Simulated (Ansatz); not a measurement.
**Question.** Each is relaxed and computed with the program Ansatz at the PBEsol level (PAW). Which is the only one with a gap?
A) CrGe, P2_13 (Cr on 4a, Ge on 4a)
B) CaZn2Ge2, I4/mmm (Ge on 4e, Ca on 2a, Zn on 4d)
C) Ni3Ge, Cu3Au type
D) ZnGeO3, R-3 (Zn on 6c, Ge on 6c, O on 18f)

**Answer.** D, ZnGeO3, R-3 (Zn on 6c, Ge on 6c, O on 18f). ZnGeO3: gap 2.37 eV (indirect); CaZn2Ge2: metal; Ni3Ge: metal; CrGe: metal. Spin orders computed, not proven ground states: CrGe, P2_13 (Cr on 4a, Ge on 4a) ferromagnetic. Standing as an ambient phase not checked: ZnGeO3, R-3 (Zn on 6c, Ge on 6c, O on 18f); CaZn2Ge2, I4/mmm (Ge on 4e, Ca on 2a, Zn on 4d); Ni3Ge, Cu3Au type; CrGe, P2_13 (Cr on 4a, Ge on 4a). Unstable at this level: CaZn2Ge2, I4/mmm (Ge on 4e, Ca on 2a, Zn on 4d). All cells were relaxed under the symmetry of their starts (and spin orders); stability against distortions was not tested throughout. Rows with no word on spin ran without spin polarisation. Spin–orbit coupling is left out wherever it is not named.

Potentials: the later of the program's two PAW sets.
